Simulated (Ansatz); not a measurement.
### Question
Band gap from LDA minus that from PBE (eV), each on its own relaxed cell (Ansatz, an electronic-structure program, plane waves, PAW; no spin–orbit coupling, no Hubbard U), over 54 phases of the class «halides»: what sign and size do you expect?

### Answer
Mean -0.17 eV, median -0.12 eV, mean absolute 0.33 eV; eight in ten lie between -0.64 and 0.25 eV, and 43 % are above zero.

Some cases that may be named, with their rank among the 54 from the lowest: CsPbCl3, cubic perovskite -0.69 eV (rank 4); TlCl, CsCl type -0.63 eV (rank 7); PbF2, fluorite -0.17 eV (rank 25); SrCl2, fluorite -0.14 eV (rank 26); KMgF3, cubic perovskite 0.48 eV (rank 53); LiF, rock salt 0.87 eV (rank 54).

The phases are those computed here (of each formula those with measured values and the lowest at some level), not a balanced benchmark, and neither functional is the truth. Pairs that end in unlike spin orders or unlike minima (c/a over 6 % apart, 30 % for weakly bound crystals), magnets with 4f shells, solids of gases and phases set aside for tests are left out.

16 are weakly bound layers, chains or molecules. 5 relaxed far from the usual cell at some level.

Not the usual ambient phase: CsPbCl3, cubic perovskite. Unstable at this level: CsPbCl3, cubic perovskite with LDA. All cells were relaxed under the symmetry of their starts (and spin orders); stability against distortions was not tested throughout. Spin–orbit coupling is left out wherever it is not named.

Potentials: the later of the program's two PAW sets.

Ansatz is a plane-wave DFT program.
